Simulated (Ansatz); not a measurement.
An ordered 4-atom cell of Si3Ge on the diamond lattice (P-4m2), relaxed with r2SCAN, was run in the PAW code Ansatz under altered settings. All numbers are computed, without spin polarisation but where a row says otherwise.

```
Si Ge
1.0
     3.88810    0.00000    0.00000
     0.00000    3.88810    0.00000
     0.00000    0.00000    5.48368
Si Ge
3 1
Direct
  0.50000 0.00000 0.75488
  0.50000 0.50000 0.00000
  0.00000 0.50000 0.24512
  0.00000 0.00000 0.50000
```

The base run's other keys:
```yaml
kpoints:
  mp_grid: { grid: [4, 4, 2] }
hamiltonian:
  xc: hse06
scf:
  occupations: { method: fixed }
  n_extra_bands: 5
```

It takes 16 iterations with 1659 plane waves at 420 eV and 12 k points, and leaves a mean stress of +0.21 GPa. The gap over this mesh is 0.947 eV.

Outcomes, with energy and stress as changes against the base:
```
                                  setting    outcome  ΔF (meV/atom)  Δ mean stress (GPa)  gap on the mesh (eV)  iterations
 PBE hybrid, exx coeff 1.0, omega 0.1 1/Å  converged              –                 -4.9                 4.178          29
PBE hybrid, exx coeff 0.35, omega 0.5 1/Å  converged              –                 +0.4                 0.722          17
                  basis.ecutrho_ratio: 12  converged            0.0                  0.0                 0.947          16
                  scf.n_extra_bands: 5000    refused              –                    –                     –           –
```
A dash marks a value that wasn't obtained or can't be compared. Stress is positive in compression. The base's mesh is coarse for a hybrid, so its own values aren't converged.

- PBE hybrid, exx coeff 1.0, omega 0.1 1/Å. That is 100 % exact exchange, screened with ω = 0.1 1/Å, against HSE06's 25 % screened at 0.208 1/Å. The mean stress moves by -4.9 GPa and the gap on the mesh by +3.231 eV (to 4.178). Totals of different functionals aren't comparable. The program warns that on this mesh the truncation of the exchange isn't bounded, so part of the change can be an error of the mesh.
- PBE hybrid, exx coeff 0.35, omega 0.5 1/Å. That is 35 % exact exchange, screened with ω = 0.5 1/Å, against HSE06's 25 % screened at 0.208 1/Å. The mean stress moves by +0.4 GPa and the gap on the mesh by -0.225 eV (to 0.722). Totals of different functionals aren't comparable.
- scf.n_extra_bands: 5000. The input is refused before any iteration. Error: inconsistent input (scf.n_extra_bands, basis.ecutwfc, kpoints): n_bands = 5013 exceeds the smallest per-k basis n_pw = 1580 (k-point 10, counted from 0 among those solved) — raise basis.ecutwfc or lower scf.n_extra_bands

Within 1 meV an atom, 0.1 GPa and 0.005 eV of the base stay: basis.ecutrho_ratio: 12.

The runs are scalar-relativistic, without spin-orbit coupling.

The program warns that its thresholds are loose for a hybrid's stress.

The meshes of the hybrids are coarse, so their gaps aren't converged to the digits shown.
